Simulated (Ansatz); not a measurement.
The end point of a relaxation of KSnBr$_{3}$. Space group Pnma (No. 62), AFLOW prototype AB3C_oP20_62_c_cd_a (as in CaTiO3). Level of theory: r2SCAN (plane waves to 500 eV, PAW, scalar-relativistic; Ansatz, a first-principles code).

```cif
data_Br12K4Sn4
_chemical_formula_sum 'K4 Sn4 Br12'
_space_group_name_H-M_alt 'Pnma'
_space_group_IT_number 62
_space_group_name_Hall '-P 2ac 2n'
_cell_length_a 8.25071
_cell_length_b 11.16071
_cell_length_c 7.64403
_cell_angle_alpha 90.000
_cell_angle_beta 90.000
_cell_angle_gamma 90.000
loop_
_atom_site_label
_atom_site_type_symbol
_atom_site_symmetry_multiplicity
_atom_site_Wyckoff_symbol
_atom_site_fract_x
_atom_site_fract_y
_atom_site_fract_z
_atom_site_occupancy
K1 K 4 c 0.08792 0.75000 0.46585 1
Sn1 Sn 4 a 0.00000 0.00000 0.00000 1
Br1 Br 4 c 0.03844 0.25000 0.12343 1
Br2 Br 8 d 0.19376 0.06054 0.68534 1
```

Estimate the band gap that r2SCAN returns for this input.

1.50 eV, direct at Γ (no spin-orbit coupling).

No spin polarisation in the result.

The run could not lose the symmetry of its start.

The first start was generated by placing the elements on the sites of a structure type. Materials Project lists a structure of KSnBr3 in the same space group, Pnma (No. 62); the sites were not compared with it, nor with measured phases.
